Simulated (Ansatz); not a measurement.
The relaxed structure here is a generated cell of Y3Ge: the first start was made by placing the elements on the sites of a structure type, and the end was not matched to a known phase here, so it may be hypothetical.

One stationary structure of Y3Ge. All values below come from r2SCAN (plane waves to 500 eV, PAW, scalar-relativistic; Ansatz, a program for electronic structure).

```cif
data_Ge2Y6
_chemical_formula_sum 'Ge2 Y6'
_space_group_name_H-M_alt 'P 1'
_space_group_IT_number 1
_cell_length_a 7.46471
_cell_length_b 7.46471
_cell_length_c 7.46471
_cell_angle_alpha 54.177
_cell_angle_beta 54.177
_cell_angle_gamma 54.177
loop_
_space_group_symop_operation_xyz
  'x, y, z'
loop_
_atom_site_label
_atom_site_type_symbol
_atom_site_fract_x
_atom_site_fract_y
_atom_site_fract_z
_atom_site_occupancy
Ge1 Ge 0.34642 0.34642 0.34642 1
Ge2 Ge 0.65358 0.65358 0.65358 1
Y1 Y 0.05384 0.78289 0.41463 1
Y2 Y 0.41463 0.05384 0.78289 1
Y3 Y 0.78289 0.41463 0.05384 1
Y4 Y 0.94616 0.21711 0.58537 1
Y5 Y 0.58537 0.94616 0.21711 1
Y6 Y 0.21711 0.58537 0.94616 1
```

Question: Determine the symmetry and give the standard cell with its independent sites.

Answer: Space group R-3, hexagonal axes (No. 148); a = 6.798 Å, b = 6.798 Å, c = 19.048 Å, α = 90.00°, β = 90.00°, γ = 120.00°

| atom | site | symmetry | x | y | z |
|---|---|---|---|---|---|
| Ge | 6c | 3. | 0.0000 | 0.0000 | 0.3464 |
| Y | 18f | 1 | 0.3308 | 0.0299 | 0.0838 |

This is the AFLOW prototype AB3_hR8_148_c_f (D0_5, as in BiI3).

Question: Give the shortest distances between elements (the closest pairs, up to four, under 3.6 Å).

Answer: Ge–Y 2.82 Å.

- Volume per atom: 31.77 Å³
- Density: 4.43 g/cm³
- Band gap: no gap on the sampled points, where the bands overlap only slightly; such a result is sensitive to mesh and level

No spin polarisation in the result.

The run could not lose the symmetry of its start, so the end can be a saddle point.
